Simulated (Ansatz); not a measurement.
Input:

TaC (rock salt), conventional cell a = b = c = 4.4759 Å, α = β = γ = 90.00°. The calculation uses the primitive cell of 2 atoms, to which meshes and values per cell refer.

E(V) scan at fixed shape, V₀ the volume above. Symmetry pins the atoms to their sites.

All values below come from PBE (plane waves to 420 eV, PAW, scalar-relativistic; Ansatz, a program for electronic structure). k mesh 18×18×18 (Γ-centred), Fermi-Dirac smearing 0.05 eV. E stands for the smeared free energy. Compression counts positive. Spin-orbit coupling is left out, though Ta is heavy. TaC is run without spin polarisation. TaC was relaxed with its symmetry unable to fall. The PAW data are Ansatz's earlier set. The zero of ΔE is the relaxed starting cell.

The scan covers V/V₀ from 0.900 to 1.100 in 11 points.

Problem. What is the fitted pressure derivative B₀′?

Solution. 4.2.

Problem. What bulk modulus B₀ follows from a third-order Birch-Murnaghan fit?

Solution. 324 GPa.

(A scan under strain: stresses follow from slopes of the energy per volume, elastic moduli from its curvatures.)
